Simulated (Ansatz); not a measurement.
An ordered 4-atom cell of NaLiCl2 on the rocksalt lattice (R-3m) at its r2SCAN geometry, run in Ansatz 0.2.0 at 2 levels of theory. No spin polarisation. The prototype was imposed, so other structures may be more stable.

The r2SCAN input:
```yaml
crystal:
  lattice:
    - [1.8915979439, 1.0921145821, 6.2476405492]
    - [-1.8915979439, 1.0921145821, 6.2476405492]
    - [0.0, -2.1842291642, 6.2476405492]
  atoms:
    - { symbol: Li, position: [1.0, 0.0, 0.0] }
    - { symbol: Na, position: [0.5, 0.5, 0.5] }
    - { symbol: Cl, position: [0.2566860801, 0.2566860801, 0.2566860801] }
    - { symbol: Cl, position: [0.7433139199, 0.7433139199, 0.7433139199] }
kpoints:
  mp_grid: { grid: [8, 8, 8] }
  band_path:
    path:
      - [0.0, 0.0, 0.0]
      - [0.5, 0.5, 0.5]
      - [0.8129622989, 0.1870377011, 0.5]
      - [0.5, -0.1870377011, 0.1870377011]
      - [0.5, 0.0, 0.0]
      - [0.3435188505, -0.3435188505, 0.0]
      - [0.6564811495, 0.0, 0.3435188505]
      - [0.5, 0.0, 0.5]
    npoints: 1
hamiltonian:
  xc: r2scan
scf:
  occupations: { method: fixed }
  n_extra_bands: 5
output:
  forces: true
  stress: true
  eigenvalues: true
```

Main results, then, where recorded, the levels near the gap in eV from the Fermi energy (columns number the bands from 0), one row a point of the path (Γ, T, H₂, H₀, L, S₀, S₂, F):
```
Crystal: 4 atoms, lattice volume = 77.440 Å³
Symmetry: 12 space group operations
Space group: R-3m (ITA 166)
```
```
Basis set: ecut = 500 eV, 1925 PW (Γ), FFT grids on a1−a3, a2−a3, a3
Bands: 18, of which v1, the nominal top of the filled ones, is band 13 counted from 1 (12 counted from 0)
k-points: 65 of 512
Free energy (F): -3869.062908 eV
Fermi energy:    1.098967 eV
--- Forces (eV/Å), atoms counted from 1 ---
  atom   1  Li      0.00000      0.00000      0.00000
  atom   2  Na      0.00000      0.00000      0.00000
  atom   3  Cl      0.00000      0.00000      0.00319
  atom   4  Cl      0.00000      0.00000    -0.00319
--- Stress (GPa, compression-positive) ---
       -0.029936       0.000000       0.000000
        0.000000      -0.029936       0.000000
        0.000000       0.000000      -0.048268
  P = ⅓ Tr σ = -0.0360 GPa (-0.360 kbar)
```
```tsv
band_10	band_11	band_12	band_13	band_14	band_15
-0.015	0.000	0.000	6.428	7.705	10.793
-0.170	-0.119	-0.119	7.421	8.105	10.017
-1.296	-0.582	-0.541	9.066	9.203	10.318
-1.296	-0.582	-0.541	9.066	9.203	10.318
-0.853	-0.765	-0.404	8.778	9.104	9.990
-1.292	-0.596	-0.544	9.035	9.517	10.049
-1.292	-0.596	-0.544	9.035	9.517	10.049
-0.848	-0.303	-0.270	7.749	8.473	8.703
```

The r2SCAN gap is direct at Γ: 6.43 eV.

Task: In the first input these blocks are replaced (the band path and keys that only write files left aside):
```yaml
kpoints:
  mp_grid: { grid: [6, 6, 6] }
hamiltonian:
  xc: hse06
```
What comes out?

Result:
```
Basis set: ecut = 420 eV, 1509 PW (Γ), FFT grids on a1−a3, a2−a3, a3
Bands: 18, of which v1, the nominal top of the filled ones, is band 13 counted from 1 (12 counted from 0)
k-points: 32 of 216
Exchange kernel: α = 0.2500, screened, ω = 0.2079 Å⁻¹, Wigner–Seitz truncation, v(0) = 1046.5987 eV·Å³, q-mesh 6×6×6
hybrid outer 1: dexx = +3.308e-3 eV, tail = 1.01e-5 eV
hybrid outer 2: dexx = +9.135e-8 eV, tail = 2.71e-9 eV, Δε = 2.93e-3 eV, ΔF = 3.59e-4 eV/Å
Free energy (F): -3859.120481 eV
Fermi energy:    0.526741 eV
--- Forces (eV/Å), atoms counted from 1 ---
  atom   1  Li      0.00000      0.00000      0.00000
  atom   2  Na      0.00000      0.00000      0.00000
  atom   3  Cl      0.00000      0.00000      0.04481
  atom   4  Cl      0.00000      0.00000    -0.04481
--- Stress (GPa, compression-positive) ---
        0.359408       0.000000       0.000000
        0.000000       0.359408       0.000000
        0.000000       0.000000       0.367187
  P = ⅓ Tr σ = 0.3620 GPa (3.620 kbar)
```
```tsv
band_10	band_11	band_12	band_13	band_14	band_15
-0.016	0.000	0.000	6.980	8.341	11.512
-0.175	-0.125	-0.125	8.014	8.701	10.753
-1.367	-0.612	-0.569	9.741	9.916	11.023
-1.367	-0.612	-0.569	9.741	9.916	11.023
-0.895	-0.808	-0.423	9.436	9.803	10.687
-1.363	-0.626	-0.571	9.725	10.216	10.750
-1.363	-0.626	-0.571	9.725	10.216	10.750
-0.898	-0.316	-0.281	8.400	9.116	9.449
```
The HSE06 gap is direct at Γ: 6.98 eV. The mean stress, +0.4 GPa, is small, and the program warns that its thresholds are loose for a hybrid's stress.

The hybrids run on coarser meshes, which limits their stresses and small splittings of levels.

Totals of different functionals can't be compared.
